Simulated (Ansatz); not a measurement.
Here is the system:

Mg2Sn:
```xyz
6
Lattice="5.5717 0.0000 0.0000 -2.7859 4.8253 0.0000 0.0000 0.0000 4.9722" Properties=species:S:1:pos:R:3 pbc="T T T"
Mg     3.7054     0.0000     2.4861
Mg     0.9332     1.6163     2.4861
Mg    -1.8527     3.2090     2.4861
Mg     0.0000     0.0000     0.0000
Sn     0.0000     3.2168     0.0000
Sn     2.7859     1.6084     0.0000
```

This is the LDA-relaxed structure.

**Question.** All from LDA in the plane-wave PAW code Ansatz, unless another level is named. Predict the bulk modulus (Birch–Murnaghan fit).

**Answer.** 47.1 GPa.

**Question.** Predict the highest zone-centre frequency.

**Answer.** 7.14 THz.

Space group P-62m. The first step of the workflow began from a Materials Project structure, measured or hypothetical; the Crystallography Open Database copy checked does not list it. COD files the formula under space group No. 225, 227, so this cell is another polymorph or a model. With Mg and Sn taken as one species the cell has the higher symmetry P6_3/mmc, so it may be an ordered model of a mixed-site phase. Its standing as an ambient phase is unchecked. The cell keeps a stress of up to 0.2 GPa. The cell was relaxed with LDA under the symmetry of its start; of distortions, only those at the zone centre were tested. As this level gives no gap, phonon frequencies hold no LO–TO term and depend on the k-mesh and smearing (Fermi–Dirac, 0.1 eV here). Spin–orbit coupling is left out wherever it is not named.

Potentials: the later of the program's two PAW sets.
